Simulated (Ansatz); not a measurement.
AgNO₃: ¹⁷O NMR of the central transition

Cell: a COD entry, ions relaxed with PBE at fixed cell.

Space group R3c:H (No. 161); a = 5.1600, c = 16.5800 Å, γ = 120.00°.

```csv
site,Wyckoff,site symmetry,x,y,z
Ag,6a,3.,0.0000,0.0000,0.0052
N,6a,3.,0.0000,0.0000,0.7765
O,18b,1,0.2147,0.2673,0.7771
```

One atom of each set is listed; the run and its k-mesh use a cell of 10 atoms with edges of 6.28, 6.28, 6.28 Å.

All values are calculated (Ansatz; DFT, PBE, plane waves and PAW, scalar-relativistic, 420 eV cutoff, Γ-centred 5×5×5 k-points, Fermi–Dirac smearing 0.02 eV), not measured.

¹⁷O has I = 5/2 and Q = -25.58 mb (Pyykkö 2018); at 21.1 T its Larmor frequency is ν₀ = 121.8 MHz. Only the quadrupole interaction is simulated: positions count from each site's isotropic chemical shift, and J coupling is left out, as are shift anisotropy and dipolar coupling, which fast spinning averages.

Simulated pattern of one O site (fast magic-angle spinning, Gaussian broadening 1 kHz):

```csv
offset (kHz),height
-23.72,0
-22.64,4
-21.57,9
-20.49,13
-19.41,22
-18.33,23
-17.25,25
-16.18,27
-15.10,30
-14.02,34
-12.94,51
-11.86,100
-10.79,89
-9.71,90
-8.63,84
-7.55,63
-6.47,53
-5.40,46
-4.32,42
-3.24,38
-2.16,36
-1.08,32
-0.01,12
1.07,0
```

(1) Which |C_Q| and η does the pattern imply?

Answers

(1) The pattern spans 22.5 kHz before broadening and its centre of gravity is at -9.85 kHz, which fixes P_Q; the places of the horns and steps fix η. That gives P_Q = 14.1 MHz, |C_Q| = 13.0 MHz and η = 0.76. The sign of C_Q can't be read from the pattern.
